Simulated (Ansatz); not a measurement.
An Ansatz (an electronic-structure program) run. Input:

Ansatz 0.2 input:
```yaml
crystal:
  lattice:
    - [2.8321219127, 0.0, 0.0]
    - [0.0, 2.8321219127, 0.0]
    - [0.0, 0.0, 2.8335741122]
  atoms:
    - { symbol: Al, position: [0.0, 0.0, 0.0] }
    - { symbol: Ni, position: [0.5, 0.5, 0.5] }
kpoints:
  mp_grid: { grid: [25, 25, 25] }
hamiltonian:
  xc: lda
  pseudopotentials: { kind: paw }
scf:
  occupations: { method: fermi_dirac, width: 0.1 }
elastic: { mode: relaxed_ion, stencil: two_point, amplitude: 0.005, f_tol: 0.0005 }
```

Output (shortened):

```
Pseudopotentials: kind: paw
Pseudopotential: Al, paw, valence charge 3
Pseudopotential: Ni, paw, valence charge 18
Functional definition: SPW92
Crystal: 2 atoms, lattice volume = 22.728 Å³
Basis set: ecut = 420 eV, 461 PW (Γ)
Bands: 15, of which v1, the nominal top of the filled ones, is band 11 counted from 1 (10 counted from 0)
Symmetry: 16 space group operations
Space group: P4/mmm (ITA 123), of the structure as read, at distance tolerance 2.8e-5 Å
k-points: 1183 of 15625
PAW frozen core: Al, regenerated for the run's functional, and the local potential with it
PAW frozen core: Ni, regenerated for the run's functional, and the local potential with it
Initial wavefunctions: pseudopotential atomic-orbital guess
Eigensolver: davidson
Functional: x = slater, c = lda
all-band conjugate gradients solve this SCF's bands
SCF 1 converged in 8 iterations: F = -6287.676504 eV  dr2 = 1.42e-14
density extrapolation: transplant  |δρ|_rms = 2.737e-2 e/Å³  SAD shift = 1.484e-2 e/Å³
Crystal: 2 atoms, lattice volume = 22.614 Å³
Symmetry: 8 space group operations
k-points: 2197 of 15625
Initial density: handed on by an earlier stage of this run
Initial wavefunctions: those handed on with the density
SCF 2 converged in 7 iterations: F = -6287.676035 eV  dr2 = 7.87e-14
density extrapolation: first-order (α = -2.000)  |δρ|_rms = 2.737e-2 e/Å³  SAD shift = 1.473e-2 e/Å³
Crystal: 2 atoms, lattice volume = 22.841 Å³
SCF 3 converged in 6 iterations: F = -6287.676121 eV  dr2 = 6.93e-16
density extrapolation: transplant  |δρ|_rms = 2.737e-2 e/Å³  SAD shift = 1.484e-2 e/Å³
Crystal: 2 atoms, lattice volume = 22.614 Å³
SCF 4 converged in 7 iterations: F = -6287.676065 eV  dr2 = 7.74e-14
density extrapolation: first-order (α = -2.000)  |δρ|_rms = 2.737e-2 e/Å³  SAD shift = 1.473e-2 e/Å³
Crystal: 2 atoms, lattice volume = 22.841 Å³
SCF 5 converged in 6 iterations: F = -6287.676093 eV  dr2 = 3.44e-16
density extrapolation: transplant  |δρ|_rms = 2.737e-2 e/Å³  SAD shift = 8.426e-3 e/Å³
Crystal: 2 atoms, lattice volume = 22.728 Å³
Symmetry: 4 space group operations
k-points: 4069 of 15625
SCF 6 converged in 7 iterations: F = -6287.676268 eV  dr2 = 2.25e-15
density extrapolation: first-order (α = -2.000)  |δρ|_rms = 2.737e-2 e/Å³  SAD shift = 8.426e-3 e/Å³
Crystal: 2 atoms, lattice volume = 22.728 Å³
SCF 7 converged in 5 iterations: F = -6287.676268 eV  dr2 = 1.76e-14
density extrapolation: transplant  |δρ|_rms = 2.737e-2 e/Å³  SAD shift = 8.426e-3 e/Å³
Crystal: 2 atoms, lattice volume = 22.728 Å³
SCF 8 converged in 7 iterations: F = -6287.676268 eV  dr2 = 2.50e-15
density extrapolation: first-order (α = -2.000)  |δρ|_rms = 2.737e-2 e/Å³  SAD shift = 8.426e-3 e/Å³
Crystal: 2 atoms, lattice volume = 22.728 Å³
SCF 9 converged in 5 iterations: F = -6287.676268 eV  dr2 = 2.86e-14
SCF converged after 8 iterations
Free energy (F): -6287.676504 eV
Harris-Foulkes:  -6287.676504 eV  (|F-HF|=9.09e-13)
Internal energy: -6287.650352 eV  (E = F + TS)
E sigma→0 (E₀):  -6287.663428 eV
Entropy (-TS):   -0.026153 eV (-13.076 meV/atom)
Fermi energy:    14.542624 eV
--- Per-component energies (eV) ---
  E_band       = -324.047788
  E_kinetic    = 313.892364
  E_local      = -4379.307527  (includes V_loc(G=0)·N_el)
  E_nonlocal   = 651.260243
  E_hartree    = 1883.688766
  E_xc         = -126.594188
  E_vxc        = -142.255416  (∫ρ·V_xc dr)
  E_paw        = -2009.428375  (= ΣΔE_a)
  E_vpaw       = -535.015394  (= ΣTr[D̂ρ^β])
  E_aug_tail   = 0.000417  (compensation charges beyond the density's cutoff)
  E_ewald      = -2621.651887
  E_core_change = 0.489837  (= ΣΔE_core)
  E_smearing   = -0.026153  (= −TS)
  E_closure    = 0.000000  (closes the sum)
  Σ components = -6287.676504   (vs F -6287.676504, Δ=0.00e0)
--- Forces (eV/Å), atoms counted from 1 ---
  atom   1  Al     0.00000000     0.00000000     0.00000000
  atom   2  Ni     0.00000000     0.00000000     0.00000000
  max |Σ_I F_I| component: 0.0 eV/Å
--- Stress (GPa, compression-positive) ---
        0.054077       0.000000       0.000000
        0.000000       0.054077       0.000000
        0.000000       0.000000       0.012303
  P = ⅓ Tr σ = 0.0402 GPa (0.402 kbar)
  The stress holds the Pulay correction. Without it, at fixed plane waves, as pw.x and ABINIT print it: P = -0.0566 GPa
  The stress includes an estimate of the error left by incomplete SCF convergence (largest component  0.0000 GPa; it does not cover the PAW one-centre terms).
--- Band table (eV; the first three rows and the last of 1183) ---
  k-point 0: bands = ["-88.0804", "-48.9121", "-48.9119", "-48.9119", "3.0440", "11.0285", "11.0289", "12.8692", "12.8692", "12.8708", "20.1904", "20.2093", "20.2093", "22.8713", "22.8753"]
  k-point 1: bands = ["-88.0804", "-48.9125", "-48.9119", "-48.9119", "3.0745", "11.0273", "11.0364", "12.8552", "12.8552", "12.8723", "19.8142", "20.2498", "20.2498", "22.8755", "23.2197"]
  k-point 2: bands = ["-88.0803", "-48.9139", "-48.9118", "-48.9118", "3.1661", "11.0215", "11.0585", "12.8144", "12.8144", "12.8768", "19.0111", "20.3698", "20.3698", "22.8762", "23.9330"]
  k-point 1182: bands = ["-88.0747", "-48.9358", "-48.9358", "-48.9357", "10.1469", "10.1766", "10.1767", "13.4508", "13.4521", "16.2655", "16.4822", "16.4829", "18.4917", "19.3093", "19.3131"]
  band table: 15 of 15 bands, residual norms ≤ 1.0e-3 eV
--- Elastic constants: 4 strain directions × 2 members + reference (group order 16) ---
  dense FFT box of the reference and of every strained cell: 20×20×20
  strains applied: 11, 33, 23, 12; error gains …
  C = ∂σ_k/∂η_j (tension-positive GPa; Voigt order 11 22 33 23 13 12):
       240.506    158.433    158.632      0.000      0.000      0.000
       158.433    240.506    158.632      0.000      0.000      0.000
       158.593    158.593    239.976      0.000      0.000      0.000
         0.000      0.000      0.000    133.626      0.000      0.000
         0.000      0.000      0.000      0.000    133.626      0.000
         0.000      0.000      0.000      0.000      0.000    133.536
  reference stress σ⁰ (GPa):     -0.054     -0.054     -0.012      0.000      0.000      0.000
  moduli (Voigt/Reuss/Hill, GPa): K = 185.81/185.81/185.81   G = 96.51/70.06/83.29   E = 217.38   ν = 0.305
  mechanically stable: yes (min eigenvalue of sym C = 81.48 GPa)
  strain η (Voigt 11):  stress-route row diagonal C_11 = 240.51 GPa, energy-path curvature d²(F+E_count+ΔE)/dδ²/Ω₀ = 240.48 GPa
         δ    σ_11 (GPa)             F (eV)   n_scf  n_hpsi   n_pw
    -5.000e-3      -1.2806       -6287.6760350       7  564985    461   relax 0 steps, max|allowed force component| 0.0 eV/Å
     5.000e-3       1.1244       -6287.6761213       6  473703    466   relax 0 steps, max|allowed force component| 0.0 eV/Å
  strain η (Voigt 33):  stress-route row diagonal C_33 = 239.98 GPa, energy-path curvature d²(F+E_count+ΔE)/dδ²/Ω₀ = 240.03 GPa
         δ    σ_33 (GPa)             F (eV)   n_scf  n_hpsi   n_pw
    -5.000e-3      -1.2360       -6287.6760649       7  304180    461   relax 0 steps, max|allowed force component| 0.0 eV/Å
     5.000e-3       1.1637       -6287.6760928       6  255851    466   relax 0 steps, max|allowed force component| 0.0 eV/Å
  strain η (Voigt 23):  stress-route row diagonal C_44 = 133.63 GPa, energy-path curvature d²(F+E_count+ΔE)/dδ²/Ω₀ = 133.70 GPa
         δ    σ_23 (GPa)             F (eV)   n_scf  n_hpsi   n_pw
    -5.000e-3      -0.6681       -6287.6762676       7  1048937    461   relax 0 steps, max|allowed force component| 0.0 eV/Å
     5.000e-3       0.6681       -6287.6762676       5  832333    461   relax 0 steps, max|allowed force component| 0.0 eV/Å
  strain η (Voigt 12):  stress-route row diagonal C_66 = 133.54 GPa, energy-path curvature d²(F+E_count+ΔE)/dδ²/Ω₀ = 133.57 GPa
         δ    σ_12 (GPa)             F (eV)   n_scf  n_hpsi   n_pw
    -5.000e-3      -0.6677       -6287.6762676       7  567487    461   relax 0 steps, max|allowed force component| 0.0 eV/Å
     5.000e-3       0.6677       -6287.6762676       5  468179    461   relax 0 steps, max|allowed force component| 0.0 eV/Å
```

Cost: about 8 core-minutes (a rough figure) on shared cores.

Space group Pm-3m (CsCl type). The LDA relaxation kept the symmetry of its start; of distortions, only those at the zone centre were tested. No spin polarisation was allowed. As this level gives no gap, shear constants depend on the k-mesh and smearing (Fermi–Dirac, 0.1 eV here). Point labels and valley counts follow the cell and symmetry of the run, lower than the named group.

Potentials: the later of the program's two PAW sets.

Ansatz is a plane-wave DFT program.
